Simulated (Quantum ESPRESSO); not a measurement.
**Kohn-Sham bands of Hg$_{2}$SeS (P-4m2)**

```
Hg2SeS
1.0
    4.29014     0.00000     0.00000
    0.00000     4.29014     0.00000
    0.00000     0.00000     6.05910
Hg Se S
2 1 1
Direct
  0.50000   0.00000   0.76218
  0.00000   0.50000   0.23782
  0.00000   0.00000   0.50000
  0.50000   0.50000   0.00000
```

Structure: Materials Project mp-1223907, symmetrised, not relaxed again. Not found in the COD (Crystallography Open Database) copy used; not checked further. Method: PBEsol plane waves in Quantum ESPRESSO 7.5 (PseudoDojo norm-conserving files, 69 Ry, no spin polarisation, no spin-orbit coupling), Bloch states on a 8×8×6 mesh through Γ, Wannier90 4.0.1. Density: 8×8×6 mesh, Gaussian smearing 0.01 Ry. Spin-orbit coupling is left out although heavy elements are present.

### Question
List the Kohn-Sham levels between −8 and 3.0 eV relative to the Fermi level at the high-symmetry points, as a band run of pw.x on that density gives them (levels within 2 meV counted together).

### Answer
```csv
point,k (reciprocal lattice),levels (eV)
Γ,0.000 0.000 0.000,"-6.95, -6.94 (×2), -6.77, -6.42 (×2), -6.20, -6.20, -6.07, -5.84, -4.88, -2.25 (×2), -0.96, -0.10, -0.08 (×2), 2.77"
X,0.000 0.500 0.000,"-6.77, -6.73, -6.73, -6.65, -6.46, -6.37, -6.23, -6.20, -6.13, -6.06, -4.30, -4.22, -2.33, -2.28, -1.20, -0.77, 2.32, 2.46"
M,0.500 0.500 0.000,"-6.79 (×2), -6.45, -6.43 (×2), -6.39, -6.08 (×2), -5.89, -5.80, -4.89 (×2), -2.42, -2.22 (×2), -2.04, 2.79 (×2), 2.88"
Z,0.000 0.000 0.500,"-6.93, -6.87, -6.77 (×2), -6.66 (×2), -6.28, -6.22, -6.16, -6.12, -3.09, -3.04, -1.47 (×2), -1.02 (×2), 2.01, 2.19"
R,0.000 0.500 0.500,"-6.82, -6.77, -6.76, -6.72, -6.15, -6.14 (×2), -6.14, -5.92, -5.83, -5.43, -5.22, -1.21, -1.03, -0.95, -0.77, 1.07, 1.24"
A,0.500 0.500 0.500,"-6.66 (×2), -6.58, -6.49, -6.27 (×2), -6.25 (×2), -5.60, -5.58, -5.10 (×2), -2.75, -2.57, -2.31 (×2)"
```
